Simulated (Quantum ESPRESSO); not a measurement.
# Planted mistakes on one cell of Ti3TaO7N

Calculated results; nothing here was measured. They come from pw.x of Quantum ESPRESSO 7.5, a plane-wave density functional program, with PseudoDojo standard norm-conserving files (v0.5 for PBE, v0.4.1 for LDA and PBEsol). The cells are made up: elements, strain and atom displacements were drawn at random, and nothing was relaxed. There is no spin polarisation, spin-orbit coupling or dispersion term.

The cell has 12 sites of a fluorite lattice. Sites 1 to 4 hold Ti Ti Ti Ta; sites 5 to 12 hold O O O N O O O O. Cell vectors in Å: (4.846, -0.036, -0.030); (-0.036, 4.733, 0.054); (-0.030, 0.054, 4.833). Settings: PBE, cutoff 1143 eV, 5 x 5 x 5 k mesh shifted by half a step, Fermi-Dirac smearing of 0.025 eV.

The intended run has a self-consistency threshold of 1e-07 eV, a smearing term of 0.000 eV, a pressure of 13.02 GPa and 23 iterations. Each further run changes one thing: all lengths scaled by 0.9931; atoms of sites 6 and 8 exchanged; cutoff 671 eV; files of LDA; smearing 0.37 eV; threshold 0.6 eV. A coarse mesh keeps the shift, and a charged cell sits in a uniform background.

| run | change of free energy (eV) | smearing term -TS (eV) | change of P (GPa) | largest change of a force component (eV/Å) | iterations |
| --- | --- | --- | --- | --- | --- |
| A | -0.229 | -0.874 | 1.01 | 0.228 | 18 |
| B | 2.678 | 0.000 | -16.72 | 0.134 | 21 |
| C | 6.669 | 0.000 | -47.77 | 0.242 | 20 |
| D | 0.233 | 0.000 | 6.79 | 0.120 | 21 |
| E | 0.298 | 0.000 | -6.56 | 0.354 | 7 |
| F | 0.392 | 0.000 | 0.49 | 2.053 | 20 |

A rerun of the intended cell at 1437 eV and k mesh 7 x 7 x 7 moved values by no more than 0.002 eV in the cell's energy, 0.06 GPa in stress and 0.004 eV/Å in force.

Question: which change belongs to which run?

## Worked reading

Run E has the fewest iterations, as a run stopped early does. Run A has the largest smearing term, as wide smearing gives. Run C has a higher energy and the largest fall in pressure, as too small a basis gives. Run D changes the volume by a factor of 0.9794; minus its pressure change over the logarithm of that factor, 326 GPa, is a rough bulk modulus with clamped atoms. Energies from files of another functional, or of a charged cell, have another zero and say nothing on stability; the pressure of a charged cell rests on the program's zero of potential too.

## Key

```
run,change
A,smearing 0.37 eV
B,files of LDA
C,cutoff 671 eV
D,all lengths scaled by 0.9931
E,threshold 0.6 eV
F,atoms of sites 6 and 8 exchanged
```